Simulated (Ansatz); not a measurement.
# Zr2Si4GePd: rattling a relaxed structure

The structure comes from a generated guess, relaxed at this level; another structure or a mixture of phases may lie lower.

Theory: DFT PBE, scalar-relativistic, plane waves, PAW (Ansatz 0.2.0). Settings: cutoff 420 eV, Γ-centred mesh 8×8×8 on the computed 8-atom cell, Gaussian smearing of 0.10 eV; no spin polarisation.

The cell below (8 atoms, space group I-42m (No. 121)) is relaxed within its symmetry.

```xyz
8
Lattice="-2.9832 2.9832 3.7299 2.9832 -2.9832 3.7299 2.9832 2.9832 -3.7299" Properties=species:S:1:pos:R:3 pbc="T T T"
Zr    0.0000    2.9832    0.0000
Zr    2.9832    0.0000    0.0000
Si   -1.2030    1.2030    5.6008
Si    1.2030   -1.2030    5.6008
Si    1.7802    1.7802   -1.8709
Si    1.2030    1.2030    1.8591
Ge    0.0000    0.0000    3.7299
Pd    0.0000    0.0000    0.0000
```

For the test it was strained at random (σ = 1.5 % a component), the atoms were moved at random (σ = 0.05 Å), and all was relaxed again on a coarse 6×6×6 mesh (in the run’s order of axes) with 0.20 eV smearing, with no symmetry imposed.

**Question.** Does it come back?

**Answer.** It returns, within 1 meV/atom of the unmoved cell on that mesh and with the same symmetry when read at 0.1 Å (P1 at 0.01 Å, so small strains and shifts remain). So it is stable against the distortions that fit this cell and that this random move excites. Modes that don't fit the cell aren't tested.
